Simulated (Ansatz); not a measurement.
Computed with DFT PBE, scalar-relativistic, plane waves, PAW, and for the lanthanide a 4f-in-core norm-conserving potential (Ansatz 0.2.0). All cells share a 690 eV cutoff and Γ-centred k meshes spaced about 0.3 Å⁻¹ or finer (0.25 for metals, 2π included). No spin polarisation.

Relaxed structures of HoAuF4, with energies over the first row. Coordination counts F atoms around Au and Ho (those within 1.25 times the shortest such distance or 1.15 times the sum of covalent radii, 1.27 where that leaves under three; the shortest distance is added where it exceeds 1.18 times the sum of covalent radii).

```
#    form                       sites  V (Å³/atom)           coordination  ΔE (meV/atom)
1     P-1  Ho 1d; Au 1f; F 1a, 1e, 2i         25.3             Ho 6, Au 2              0
2  P6/mmm      Ho 1b; Au 1a; F 2d, 2e         19.5             Ho 8, Au 2             32
3  P4/mmm          Ho 1d; Au 1a; F 4i         15.0  Ho 8, Au 8 from 2.7 Å            146
```

A further structure, relaxed alike:

```yaml
crystal:
  lattice:
    - [4.22379, 0.00000, 0.00000]
    - [0.00000, 3.46536, 0.00000]
    - [-0.48904, 0.00000, 9.18396]
  atoms:
    - { symbol: Ho, position: [0.50000, 0.00000, 0.50000] }
    - { symbol: Au, position: [0.50000, 0.00000, 0.00000] }
    - { symbol: F, position: [0.48427, 0.50000, 0.35560] }
    - { symbol: F, position: [0.51573, 0.50000, 0.64440] }
    - { symbol: F, position: [0.00000, 0.00000, 0.50000] }
    - { symbol: F, position: [0.00000, 0.00000, 0.00000] }
```

Task: Where does it fall in the ranking, and at what energy?

Result: It falls between rows 2 and 3, 103 meV/atom above row 1, with space group P2/m (No. 10) and 22.4 Å³/atom. Counting F atoms around Au and Ho, this cell and row 1 both have Ho 6, Au 2. Ho is surrounded by 6 F at 2.11–2.18 Å; Au is surrounded by 2 F at 2.11 Å; F on a site of symmetry m has 2 Ho at 2.18 Å; F on a site of symmetry 2/m has 2 Ho at 2.11 Å; 1 more site not described.

Weakly bound directions are ill-defined at this level, which has no dispersion term (P2/m), and this can change margins and order among such cells. Spin–orbit coupling, which can matter for Au, is left out. With atoms moved at random, row 2 (by 31 meV/atom) fell into a lower structure and row 1 came back. Row 3 and the further cell had no clear such test and can be saddle points.

The lanthanide is trivalent by construction, without f bands, f moments or other valences.
